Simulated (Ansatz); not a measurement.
# Which magnetic order does Fe3Ge (Pm-3m) prefer in this cell?

```xyz
4
Lattice="3.6605 0.0000 0.0000 0.0000 3.6605 0.0000 0.0000 0.0000 3.6605" Properties=species:S:1:pos:R:3 pbc="T T T"
Fe    0.0000    1.8303    1.8303
Fe    1.8303    1.8303    0.0000
Fe    1.8303    0.0000    1.8303
Ge    0.0000    0.0000    0.0000
```

Geometry: a structure from the Materials Project; nothing is relaxed.

The runs share PBEsol, 9×9×9 k mesh, Fermi–Dirac smearing of 0.03 eV. PAW means Ansatz 0.2.0 on its default frozen-core files; AE-PAW is all-electron PAW in Ansatz 0.2.0 on datasets made for the crystal. Site moments are integrated in spheres about the atoms, whose radii differ between the methods. Start moments of the first PAW run (μB): Fe1 3, Fe2 3, Fe3 3.

Energies count from the run that starts all moments parallel. Patterns list the atoms that start with 0.5 μB or more.

```csv
start,ΔF PAW (meV/atom),ΔF AE-PAW (meV/atom),"largest moment, PAW (μB)","M, PAW (μB/cell)","order at the end, PAW","P, PAW (GPa)"
"Fe1↑, Fe2↑, Fe3↑",0.0,0.0,2.22,6.48,kept,-11.3
"Fe1↑, Fe2↑, Fe3↓",+149.6,+149.2,2.07,2.15,kept,-11.6
no spin polarisation,+328.3,–,0.00,0.00,–,-24.8
```

Question: Map the PAW energies of the orders that kept their pattern on E = −Σ J s_i s_j over ordered pairs, with couplings only between Fe atoms 2.59 Å apart. What J follows?

Answer: Per Fe atom, ΔE = Σ J·(n_parallel state − n_order), where n is the mean of Σ s_i s_j over a shell: Fe1↑, Fe2↑, Fe3↓ has ΔE = +199.4 meV and Δn = 10.7. This gives J(2.59 Å) = +18.70 meV, which fits exactly since there are as many orders as couplings. All other shells are lumped into these numbers, so they are effective couplings.

The lowest of these ends as follows. Site moments (μB): Fe1 2.22, Fe2 2.22, Fe3 2.22, Ge4 -0.12. Cell moment 6.48 μB. Orders of other supercells weren't tried and can lie lower.

The PAW files were made with PBE; the program remakes their cores once for the run's functional and then keeps them frozen. The Ansatz runs typed with the search for lower states off end where their start leads. These are results for the start and cell typed. The real compound can order otherwise, in a larger cell, or not at all, since semilocal functionals at zero temperature often overstate magnetism.
